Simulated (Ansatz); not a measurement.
YMg3: pressure against volume

YMg3, P4/mmm, a = 4.745 Å, c = 4.508 Å. The structure is a Materials Project entry; whether it is the stable form wasn't checked. Ansatz: r2SCAN, PAW, 500 eV, Γ-centred 10×10×10 mesh on 4 atoms, Gaussian smearing 0.10 eV; no spin polarisation. Shape and atoms are relaxed at each volume; pressure is positive in compression.

```tsv
V (Å³/atom)	P (GPa)
23.851	?
24.612	1.35
25.374	0.00
26.135	-1.17
26.896	-2.19
```

Q: Take V0 = 25.374 Å³/atom, fit the third-order Birch–Murnaghan form to the other rows, and predict the missing pressure.

A: With the Eulerian strain f = ½[(V0/V)^(2/3) − 1] and y = P/[3f(1 + 2f)^(5/2)], the form is the line y = B0 + 1.5 B0 (B0′ − 4) f. Rows (f, y): 0.01027, 41.6; -0.00975, 42.0; -0.01905, 42.2. Means f = -0.006177, y = 41.933; Σ(Δf)² = 0.0004490, ΣΔfΔy = -0.009153; the slope is their ratio. y = 41.81 − 20.39 f GPa, so B0 = 41.8 GPa and B0′ = 4 + 2 × (-20.39)/(3 × 41.81) = 3.67. At V = 23.851, f = 0.02106, y = 41.38 and P = 2.90 GPa. The run gave 2.91 GPa, so the fit is 0.01 GPa too low, a small miss on the scale of the series. The form still works here, 33 % of the fitted range beyond its end.

Cost: 5 runs of about 11 core-minutes in all, on Arm Neoverse V1 (shared hosts).